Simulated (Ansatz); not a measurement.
# SrAg$_{2}$Si$_{2}$ under pressure: fit and missing row

SrAg$_{2}$Si$_{2}$, I4/mmm, a = 4.334 Å, c = 10.398 Å. The structure is a COD entry; whether it is the stable form wasn't checked. Ansatz: PBEsol, PAW, 420 eV, Γ-centred 12×12×12 mesh on 5 atoms, Gaussian smearing 0.10 eV; no spin polarisation. Cell and atoms are relaxed at each pressure, and no other structure is tried, so the rows at high pressure may lie past a change of phase.

| V (Å³/atom) | P (GPa) |
| --- | --- |
| ? | 40.00 |
| 16.608 | 20.00 |
| 17.766 | 9.96 |
| 18.530 | 5.00 |
| 19.093 | 2.00 |
| 19.530 | 0.00 |
| 20.049 | -2.06 |

Problem. Take V0 = 19.530 Å³/atom, fit the third-order Birch–Murnaghan form to the other rows, and predict the missing volume.

Solution. With the Eulerian strain f = ½[(V0/V)^(2/3) − 1] and y = P/[3f(1 + 2f)^(5/2)], the form is the line y = B0 + 1.5 B0 (B0′ − 4) f. Rows (f, y): 0.05705, 89.2; 0.03257, 87.1; 0.01783, 85.6; 0.00760, 84.5; -0.00867, 82.7. Means f = 0.02128, y = 85.820; Σ(Δf)² = 0.002503, ΣΔfΔy = 0.2476; the slope is their ratio. y = 83.72 + 98.93 f GPa, so B0 = 83.7 GPa and B0′ = 4 + 2 × (98.93)/(3 × 83.72) = 4.79. P = 40.00 GPa is met at f = 0.09345 (y = 92.97), so V = V0 (1 + 2f)^(−3/2) = 15.104 Å³/atom. The run gave 15.077 Å³/atom, so the fit is 0.027 Å³/atom too high, 0.54 % of the span of the series, against an rms of 0.002 Å³/atom on the fitted rows. The row lies outside the fitted range. The points of y bend away from a line: a fourth-order term fitted to them gives P = 39.92 GPa at this row's volume (the line 40.45, the run 40.00).